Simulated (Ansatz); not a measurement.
BiB (rock salt, space group No. 225) under volume change, the program Ansatz at the r²SCAN level (PAW), scaled uniformly.

```csv
V (Å³/atom),E − E(relaxed) (meV/atom),P (GPa)
16.525,46.4,9.81
17.070,19.6,6.05
17.615,4.7,2.81
18.160,0.0,0.00
18.704,4.2,-2.38
19.249,15.9,-4.44
19.794,34.0,-6.18
```

### Question
What does a third-order Birch–Murnaghan fit give for V₀, B₀ and B′?

### Answer
V₀ = 18.16 Å³/atom, B₀ = 85.8 GPa, B′ = 4.1.

Space group Fm-3m (rock salt). A made-up cell: these elements were put on the sites of a structure type; neither database checked (COD, Materials Project) lists it. Its standing as an ambient phase is unchecked. The r²SCAN relaxation kept the symmetry of its start; its stability against distortions is not shown here. Scalar-relativistic: spin–orbit coupling is off unless named, which matters more the heavier the elements.

Potentials: the later of the program's two PAW sets.
